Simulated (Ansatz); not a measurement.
**Al₄FeCo₃: stable or not**

The structure comes from a generated guess, relaxed at this level; another structure or a mixture of phases may lie lower.

Theory: Ansatz 0.2.0, DFT PBE, scalar-relativistic, plane waves, PAW. Cutoff 420 eV, Γ-centred 10×10×8 mesh (8-atom cell), Gaussian smearing of 0.10 eV, no spin polarisation.

```
Al Fe Co
1.0
     4.03613    0.00000    0.00000
     0.00000    4.03613    0.00000
     0.00000    0.00000    5.71132
Al Fe Co
4 1 3
Cartesian
  0.0000 2.0181 4.2675
  0.0000 2.0181 1.4439
  2.0181 0.0000 4.2675
  2.0181 0.0000 1.4439
  0.0000 0.0000 2.8557
  0.0000 0.0000 0.0000
  2.0181 2.0181 0.0000
  2.0181 2.0181 2.8557
```

Formation energies are uncorrected and refer to the elements' standard structures at the same level.

Question: These tests were run: energy against the elements; random kick, then relaxation without symmetry; phonons on a 2×2×1 q mesh. What do they show?

Answer:

| test | result |
| --- | --- |
| energy against the elements | −0.54 eV/atom |
| random kick, then relaxation without symmetry | returns |
| phonons on a 2×2×1 q mesh | no imaginary mode on the mesh |

It fails none of these tests. Other phases of the system weren't compared here, so this isn't yet thermodynamic stability.

Trial moments died out on the coarse mesh, so the last step has no spin; another magnetic start might hold. The kick test ran on a coarse mesh. The run for the phonons used a 10×10×8 k mesh and Fermi–Dirac smearing of 0.15 eV.
